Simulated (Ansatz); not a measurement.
Every step of a relaxation of zincblende InAs (110), 3 layers

DFT, PBE, PAW with Ansatz's default frozen-core files, scalar-relativistic (Ansatz 0.2.0); a Γ-centred 6×4×1 k mesh, Fermi–Dirac smearing of 0.02 eV, no spin polarisation. The run relaxes the atoms in the fixed cell.

Command: `ansatz run input.yaml --threads 2 --pin off --max-ram 4096MiB --backend cpu --events-out ev --progress --plain --runs-dir out` It took 49 s on 2 threads of Intel(R) Xeon(R) 6975P-C (Granite Rapids), on a shared host, peak memory 0.86 GiB.

```yaml
crystal:
  lattice:
    - [4.3748353786, 0.0, 0.0]
    - [0.0, 6.1869515256, 0.0]
    - [0.0, 0.0, 20.3748]
  atoms:
    - { symbol: In, position: [0.25, 0.125, 0.3926410228] }
    - { symbol: As, position: [0.75, 0.875, 0.3926410228] }
    - { symbol: In, position: [0.75, 0.625, 0.5] }
    - { symbol: As, position: [0.25, 0.375, 0.5] }
    - { symbol: In, position: [0.25, 0.125, 0.6073589772] }
    - { symbol: As, position: [0.75, 0.875, 0.6073589772] }
kpoints:
  mp_grid: { grid: [6, 4, 1] }
scf:
  occupations: { method: fermi_dirac, width: 0.02 }
hamiltonian:
  xc: pbe
  pseudopotentials: { kind: paw }
output:
  forces: true
  stress: true
  eigenvalues: true
relax:
  f_tol: 0.01
  max_steps: 40
efield:
  axis: 3
  amplitude: 0
  dipole_correction: true
```

Each step lists its free energy a cell above the last geometry, and Cartesian positions (Å) with forces (eV/Å).

The first step:

```
step 1  dF = 1111.71 meV
  In 1.0937 0.7734 8.0000   0.0000 -0.9594 0.6650
  As 3.2811 5.4136 8.0000   0.0000 0.3462 -1.0826
  In 3.2811 3.8668 10.1874   0.0000 0.5420 0.0000
  As 1.0937 2.3201 10.1874   0.0000 0.6843 0.0000
  In 1.0937 0.7734 12.3748   0.0000 -0.9594 -0.6650
  As 3.2811 5.4136 12.3748   0.0000 0.3462 1.0826
```

Where does the relaxation end, and by which steps?

After 6 geometries, with a shortest distance of 2.653 Å. The further steps:
```
step 2  dF = 307.06 meV
  In 1.0937 0.6338 8.1360   0.0000 -0.1239 0.7568
  As 3.2811 5.4171 7.8128   0.0000 -0.2049 -0.4686
  In 3.2811 4.0152 10.1874   0.0000 0.4936 0.0000
  As 1.0937 2.4439 10.1874   0.0000 0.1647 0.0000
  In 1.0937 0.6338 12.2388   0.0000 -0.1239 -0.7568
  As 3.2811 5.4171 12.5620   0.0000 -0.2049 0.4686
step 3  dF = 27.00 meV
  In 1.0937 0.5602 8.3143   0.0000 0.1018 0.2897
  As 3.2811 5.3921 7.7331   0.0000 -0.1127 0.0158
  In 3.2811 4.1193 10.1874   0.0000 0.2322 0.0001
  As 1.0937 2.5371 10.1874   0.0000 -0.2083 -0.0001
  In 1.0937 0.5602 12.0605   0.0000 0.1016 -0.2896
  As 3.2811 5.3921 12.6417   0.0000 -0.1127 -0.0159
step 4  dF = 2.16 meV
  In 1.0937 0.5395 8.4087   0.0000 0.0760 -0.0342
  As 3.2811 5.3851 7.7501   0.0000 -0.0301 0.0283
  In 3.2811 4.1560 10.1874   0.0000 0.0052 -0.0004
  As 1.0937 2.5558 10.1874   0.0000 -0.0976 0.0006
  In 1.0937 0.5395 11.9661   0.0000 0.0767 0.0339
  As 3.2811 5.3850 12.6247   0.0000 -0.0299 -0.0278
step 5  dF = 0.53 meV
  In 1.0937 0.5500 8.3812   0.0000 0.0288 0.0427
  As 3.2811 5.3805 7.7491   0.0000 -0.0132 -0.0090
  In 3.2811 4.1591 10.1872   0.0000 -0.0366 0.0009
  As 1.0937 2.5412 10.1876   0.0000 0.0058 -0.0007
  In 1.0937 0.5499 11.9937   0.0000 0.0281 -0.0420
  As 3.2811 5.3802 12.6257   0.0000 -0.0129 0.0081
step 6  dF = 0.00 meV
  In 1.0937 0.5509 8.3909   0.0000 -0.0010 0.0011
  As 3.2811 5.3803 7.7514   0.0000 0.0022 0.0032
  In 3.2811 4.1538 10.1873   0.0000 0.0035 0.0002
  As 1.0937 2.5447 10.1875   0.0000 -0.0057 -0.0001
  In 1.0937 0.5509 11.9840   0.0000 -0.0010 -0.0012
  As 3.2811 5.3803 12.6233   0.0000 0.0021 -0.0032
step 7  dF = 0.00 meV  (same geometry, solved once more)
  In 1.0937 0.5509 8.3909   0.0000 -0.0010 0.0012
  As 3.2811 5.3803 7.7514   0.0000 0.0022 0.0032
  In 3.2811 4.1538 10.1873   0.0000 0.0035 0.0002
  As 1.0937 2.5447 10.1875   0.0000 -0.0056 -0.0002
  In 1.0937 0.5509 11.9840   0.0000 -0.0011 -0.0012
  As 3.2811 5.3803 12.6233   0.0000 0.0020 -0.0033
```
